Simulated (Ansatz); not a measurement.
WC in space group P-6m2 (No. 187; W on 1a, C on 1f) under volume change, r²SCAN (plane waves, PAW; program Ansatz), shape and atoms relaxed at each volume.

```json
[
 {"V (Å³/atom)": "9.481", "E − E(relaxed) (meV/atom)": "124.1", "P (GPa)": "46.04"},
 {"V (Å³/atom)": "9.794", "E − E(relaxed) (meV/atom)": "52.2", "P (GPa)": "28.20"},
 {"V (Å³/atom)": "10.107", "E − E(relaxed) (meV/atom)": "12.4", "P (GPa)": "13.00"},
 {"V (Å³/atom)": "10.419", "E − E(relaxed) (meV/atom)": "0.0", "P (GPa)": "0.00"},
 {"V (Å³/atom)": "10.732", "E − E(relaxed) (meV/atom)": "11.1", "P (GPa)": "-11.13"},
 {"V (Å³/atom)": "11.044", "E − E(relaxed) (meV/atom)": "42.4", "P (GPa)": "-20.65"},
 {"V (Å³/atom)": "11.357", "E − E(relaxed) (meV/atom)": "90.8", "P (GPa)": "-28.79"}
]
```

What does a third-order Birch–Murnaghan fit give for V₀, B₀ and B′?

V₀ = 10.42 Å³/atom, B₀ = 400 GPa, B′ = 4.2.

Symmetry was held in the r²SCAN relaxation. No spin polarisation was allowed. Scalar-relativistic: spin–orbit coupling is off unless named, which matters more the heavier the elements.

Potentials: the earlier of the program's two PAW sets. The files were generated under PBE; for other functionals the program regenerates the frozen cores, and for LDA and PBEsol the local potential too.
